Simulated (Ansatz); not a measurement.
HfN:
```xyz
2
Lattice="0.0000 2.2341 2.2341 2.2341 0.0000 2.2341 2.2341 2.2341 0.0000" Properties=species:S:1:pos:R:3 pbc="T T T"
Hf     0.0000     0.0000     0.0000
N      2.2341     2.2341     2.2341
```

Relaxed with LDA. Special points in fractions of this cell's reciprocal vectors: Γ (0.000, 0.000, 0.000); X (0.500, 0.000, 0.500); U (0.625, 0.250, 0.625); K (0.375, 0.375, 0.750); L (0.500, 0.500, 0.500); W (0.500, 0.250, 0.750).

Question: List the band energies nearest the Fermi level at these points for plane-wave PAW LDA (Ansatz code).

Answer: In eV from the Fermi level; about four levels below and three above (degenerate sets whole), none deeper than 8.9 eV; … stands for higher levels left out; points with the same levels are listed once.

```csv
k,below,above
Γ,-2.89 -2.89 -2.89 -0.43 -0.43 -0.43,…
X,-5.34 -3.99 -3.58 -3.58,4.20 5.72 5.72
U,-6.39 -5.50 -4.98 -0.86,4.01 4.59 6.37
L,-6.36 -6.36,3.38 3.80 3.80
W,-6.23 -5.47 -5.47,1.17 1.17 5.74
```

Space group Fm-3m (rock salt). Symmetry was held in the LDA relaxation; of distortions, only those at the zone centre were tested. The run is not spin-polarised. With an odd number of electrons in the cell and no spin polarisation, the count alone makes it a metal. Spin–orbit coupling is left out wherever it is not named.

Potentials: the earlier of the program's two PAW sets.
